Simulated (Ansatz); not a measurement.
Sc₃Al (P6_3/mmc): electronic heat capacity and spin susceptibility from the density of states

All numbers below come from Ansatz 0.2.0, DFT PBEsol, scalar-relativistic, plane waves, PAW.

Cutoff 420 eV; k points 6×6×8 on the computed 8-atom cell (Γ-centred); Gaussian smearing, width 0.10 eV; no spin polarisation.

Relaxed cell: P6_3/mmc, a = 6.237 Å, b = 6.237 Å, c = 4.978 Å, α = 90.00°, β = 90.00°, γ = 120.00°, 8 atoms in the primitive cell. Whether it is the stable form of this composition wasn't checked.

The density of states at the Fermi level is 11.612 states/eV in the cell of 8 atoms (2 formula units; both spins, tetrahedra on a 9×9×12 mesh). Averaged over bins of 0.1 eV the density runs from 8.2 to 17.6 states/eV within 0.2 eV of the Fermi level, so the figure hangs on the exact place of that level.

Q: What Sommerfeld coefficient and Pauli susceptibility does this give?

A: Per formula unit N(E_F) = 5.806 states/eV. γ = (π²/3) k_B² N(E_F) N_A = 2.357 mJ/(mol K²) per state/eV, so γ = 13.7 mJ/(mol K²), a mole of formula units. χ_P = μ_B² N(E_F) N_A = 3.23×10⁻⁵ emu/mol per state/eV gives 18.8×10⁻⁵ emu/mol. This is the bare band result: a measured γ of the same phase is as a rule larger by a factor 1 + λ from phonons and spin fluctuations, the spin part of χ is larger by the Stoner factor, and a measured χ also holds orbital and core terms. N(E_F) at one energy is sensitive to the mesh where the density of states has sharp peaks.

A ferromagnetic start lost its moments in a first run, so spin was left out; other magnetic orders weren't tried.

Cost: 1 run of about 2 core-minutes, on Arm Neoverse V2 (shared hosts).